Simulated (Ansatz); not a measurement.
NaCl:
```cif
data_ClNa
_chemical_formula_sum 'Na1 Cl1'
_space_group_name_H-M_alt 'Pm-3m'
_space_group_IT_number 221
_space_group_name_Hall '-P 4 2 3'
_cell_length_a 3.36889
_cell_length_b 3.36889
_cell_length_c 3.36889
_cell_angle_alpha 90.000
_cell_angle_beta 90.000
_cell_angle_gamma 90.000
loop_
_atom_site_label
_atom_site_type_symbol
_atom_site_symmetry_multiplicity
_atom_site_Wyckoff_symbol
_atom_site_fract_x
_atom_site_fract_y
_atom_site_fract_z
_atom_site_occupancy
Na1 Na 1 a 0.00000 0.00000 0.00000 1
Cl1 Cl 1 b 0.50000 0.50000 0.50000 1
```

This is the LDA-relaxed structure.

Q: All from DFT-LDA in the program Ansatz with PAW potentials, unless another level is named. Predict the bulk modulus (Birch–Murnaghan fit).

A: 34.9 GPa.

Q: What about the elastic constants (relaxed ions, GPa)?

A: C11 = 95.2, C12 = 4.7, C44 = -0.1.

Q: Next, the highest zone-centre frequency (without LO–TO term)?

A: 113 cm⁻¹.

This is a known high-pressure phase of the composition, computed here at zero pressure and temperature. The LDA relaxation kept the symmetry of its start. At this level the phase is dynamically unstable (imaginary phonons).

Potentials: the earlier of the program's two PAW sets. The files were generated under PBE; for other functionals the program regenerates the frozen cores, and for LDA and PBEsol the local potential too.
